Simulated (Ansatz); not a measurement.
Calculated 209Bi nuclear quadrupole resonance for Bi2Se3 under strain

Cell: a structure deposited in the COD, relaxed with PBE at fixed cell and then changed (z stretched by 1 %, ions relaxed).

```
Bi Se
1.0
     1.96496    1.13447    9.23409
    -1.96496    1.13447    9.23409
     0.00000   -2.26894    9.23409
Bi Se
2 3
Direct
  0.59746 0.59746 0.59746
  0.40254 0.40254 0.40254
  0.79503 0.79503 0.79503
  0.20497 0.20497 0.20497
  0.00000 0.00000 0.00000
```

Sites (sets of like atoms) are named by element and the number of their first atom in this list.

Level of theory: DFT, PBE, plane waves and PAW, scalar-relativistic, 420 eV cutoff, Γ-centred 14×14×14 k-points, Fermi–Dirac smearing 0.05 eV (Ansatz 0.2.0).

209Bi: I = 9/2, Q = -516.0 mb (year-2017 value). Static lattice, zero field.

(1) The simulated lines lie at 1.40, 2.80, 4.21, 5.61 MHz. What are |C_Q|, η and |V_zz| at Bi?

## Answers

(1) For I = 9/2 and η = 0 the lines are |C_Q|/24 times 1, 2, 3 and 4; η shifts the lowest up most. Here |C_Q| = 33.7 MHz, η = 0.00 and |V_zz| = 2.70 × 10²¹ V/m². The calculation gives V_zz positive; the lines don't show the sign. The site has 6 Se at 2.80–2.97 Å.

An axis of threefold or higher order runs through Bi, so V_zz lies along it and η is zero.

With no gap above 0.1 eV, as in a metal, the gradients converge slowly in k; expect changes of a tenth or more on a denser mesh. Spin–orbit coupling is left out, which shifts gradients on Bi by a few per cent in wide-gap crystals, and can shift them far more where the calculated gap is small or absent, as here. Newer work puts Q(²⁰⁹Bi) near −420 mb, which would lower these couplings by about a fifth. Semilocal functionals make gaps too small and can close them, so the real compound need not be a metal. At this changed cell the PBE pressure is 11 GPa.

The relaxation (5 steps) took 3.2 min of wall time (3.2 min of CPU time) and 1.5 GiB at its peak, on 1 thread of Intel Xeon 6975P-C (Granite Rapids) (x86_64; 16 cores open to the job, memory cap 3.0 GiB, no GPU), a shared host with a load of 0.4 a core.
